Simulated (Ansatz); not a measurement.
## Computed map of one atom of the cell: SiC (zinc blende)

Starting cell, SiC (zinc blende):

```
CELL_PARAMETERS angstrom
      0.00000     2.17839     2.17839
      2.17839     0.00000     2.17839
      2.17839     2.17839     0.00000
ATOMIC_POSITIONS crystal
  C  0.75000 0.75000 0.75000
  Si 0.00000 0.00000 0.00000
```

In this cell atom 2 (Si, nearest neighbour C at 1.887 Å; its periodic images, 3.1 Å or more away, move with it) is moved by u·(0.707, 0.707, 0.000) + v·(0.000, 0.000, 1.000); the rest is frozen.

Computed with PBEsol (plane waves to 420 eV, PAW, scalar-relativistic; Ansatz, an electronic-structure program). k mesh 10×10×10 (Γ-centred), Fermi-Dirac smearing 0.05 eV. E stands for the smeared free energy. Points where atoms come too close for the PAW data are left out (x in tables, blank in figures). As the smearing reaches across the gap at some points, energies and forces of such displacements shift with the k mesh and the smearing. Fu and Fv are the components of the force on the atom. SiC was relaxed with its symmetry unable to fall. The zero of ΔE is the undisplaced structure. Axes are in Å.

ΔE (eV/cell), with u across and v down:

```csv
v \ u,-0.470,-0.235,0.000,0.235,0.470
-0.470,x,3.736,1.830,3.736,x
-0.235,x,1.617,0.510,1.617,x
0.000,2.290,0.540,0.000,0.540,2.290
0.235,1.235,0.670,0.510,0.670,1.235
0.470,1.561,1.729,1.830,1.729,1.561
```

Fv (eV/Å), with u across and v down:

```
v \ u   -0.470  -0.235  0.000  0.235  0.470
------  ------  ------  -----  -----  -----
-0.470       x   10.46   6.65  10.46      x
-0.235       x    7.10   4.19   7.10      x
0.000     8.47    1.96   0.00   1.96   8.47
0.235     1.01   -2.86  -4.19  -2.86   1.01
0.470    -3.26   -5.72  -6.65  -5.72  -3.26
```

Key numbers:

- Lowest place on the grid = u = 0.000 Å, v = 0.000 Å (0 meV/cell)

(A displaced cell: forces are minus the slopes of the energy, force constants its curvatures, and phonons follow from these.)
